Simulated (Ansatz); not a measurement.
CaPb$_{3}$:
```
CELL_PARAMETERS angstrom
      4.91664     0.00000     0.00000
      0.00000     4.91664     0.00000
      0.00000     0.00000     4.91664
ATOMIC_POSITIONS crystal
  Ca 0.00000 0.00000 0.00000
  Pb 0.00000 0.50000 0.50000
  Pb 0.50000 0.00000 0.50000
  Pb 0.50000 0.50000 0.00000
```

Relaxed with r²SCAN.

Task: Map the valence electron density (e/Å³), cut off at 2 on the plane through (0.000, 0.000, 0.000) spanned by u = [1, 1, 0] and v = [1, 0, 1] in lattice vectors, from r²SCAN in the plane-wave PAW code Ansatz.

Result: x is the fraction of u, y of v (the angle between them is 60°; rows are the nearest grid lines); atoms in the plane: Ca at (0.00, 0.00), Pb at (0.50, 0.50), Pb at (0.00, 0.50), Pb at (0.50, 0.00).
```
|@@@@+.      :=@@@@@@@@=:      .+@@@@|
|@@@@@-.      .-%@@@@@@%-.      .-@@@|
|@@@@%-.       .-#@@@@@#-.       .-%@|
|.:--:.          .:-+++-:.          .|
|  ...            ..::::..           |
|                                    |
|                                    |
|            ......           ...... |
|:.         .:----:..        ..:----:|
|@#-.       .-#@@@@@+:.      .:+@@@@@|
|@@%-.      .-%@@@@@@+:.     .:+@@@@@|
|@@@@*:.    .:*@@@@@@@@-.     .-@@@@@|
|@@@@@-.     .-@@@@@@@@*:.    .:*@@@@|
|@@@@@+:.     .:+@@@@@@%-.      .-%@@|
|@@@@@+:.      .:+@@@@@#-.       .-#@|
|:----:..        ..:----:.         .:|
| ......           ......            |
|                                    |
|                                    |
|           ..::::..            ...  |
|.          .:-+++-:.          .:--:.|
|@%-.       .-#@@@@@#-.       .-%@@@@|
|@@@-.      .-%@@@@@@%-.      .-@@@@@|
|@@@@+.      :=@@@@@@@@=:      .+@@@@|
```
Scale: ten equal steps from 0.068 (start of ' ') to 2.00 (end of '@'), in the order ' .:-=+*#%@'; x runs from 0.000 to 1.00, y from 0.000 (bottom) to 1.00 (top).

The density is the valence pseudo-density with augmentation charge, so density and ELF within about 1 Å of a nucleus are not all-electron values.

Space group Pm-3m (Cu3Au type). The workflow started from an entry of the Crystallography Open Database (COD). Whether it is the stable phase at ambient conditions was not checked. The cell was relaxed with r²SCAN under the symmetry of its start; whether a distortion lowers the energy is not shown. Spin–orbit coupling is left out wherever it is not named.

Potentials: the later of the program's two PAW sets.
